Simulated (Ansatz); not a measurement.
Values for one crystal, relaxed and computed with PBE (plane waves, PAW; program Ansatz); other levels are named.

```yaml
volume_per_atom: 21.68 Å³
band_gap: 1.45 eV (indirect)
hole_effective_mass: 0.95, 1.7, 1.7 mₑ (principal values)
valence_band_maximum: at Γ
smallest_direct_gap_on_the_standard_path: 1.66 eV
Formation energy from the elements (no fitted shifts): -0.89 eV/atom
conduction_band_minimum: at K (2 equivalent valleys)
```

Problem. Pick the material that matches.
(A) BaHfO3, cubic perovskite
(B) MoS2, P6_3/mmc (Mo on 2c, S on 4f)
(C) Bi2Se3, R-3m (Bi on 6c, Se on 3a, Se on 6c)
(D) PbS, zinc blende

Solution. B, MoS2, P6_3/mmc (Mo on 2c, S on 4f)

Symmetry was held in the PBE relaxation. No spin polarisation was allowed. The volume lies over 15 % above that of the usual cell of this phase: another minimum, or an error of the functional. A crystal of weakly bound layers computed without a dispersion correction: the cell and the soft elastic constants depend strongly on that. The references are the lowest solids computed at this level, not always the standard phases. Scalar-relativistic: spin–orbit coupling is off unless named, which matters more the heavier the elements.

Potentials: the later of the program's two PAW sets.
